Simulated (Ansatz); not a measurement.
The relaxed structure here is a generated cell of SnSe: the first start was made by placing the elements on the sites of a structure type, and the end was not matched to a known phase here, so it may be hypothetical. Known forms of SnSe include space group No. 62.

A structure of SnSe relaxed with PBEsol (plane waves to 420 eV, PAW, scalar-relativistic; Ansatz, a first-principles code); single points at other levels follow on the same geometry (Ansatz, PAW; PBEsol+SOC at 420 eV on a 6×6×6 k-mesh; spin-orbit coupling only where +SOC is written). Space group P2₁3 (No. 198).

Space group P2₁3 (No. 198); a = 6.1006 Å, b = 6.1006 Å, c = 6.1006 Å, α = 90.00°, β = 90.00°, γ = 90.00°

| atom | site | symmetry | x | y | z |
|---|---|---|---|---|---|
| Se | 4a | .3. | 0.0683 | 0.0683 | 0.0683 |
| Sn | 4a | .3. | 0.3291 | 0.3291 | 0.3291 |

```
level       gap (eV)      kind           conduction minimum
----------  --------  --------  ---------------------------
PBEsol          0.54  indirect  50 % of the way from Γ to X
PBEsol+SOC       ___       ___                          ___
```

What belongs in the gaps?


- PBEsol+SOC, gap (eV): 0.43
- PBEsol+SOC, kind: indirect
- PBEsol+SOC, conduction minimum: 50 % of the way from Γ to X

The shift from spin-orbit coupling is approximate. No spin polarisation in the result.

The run could not lose the symmetry of its start, so the end can be a saddle point.
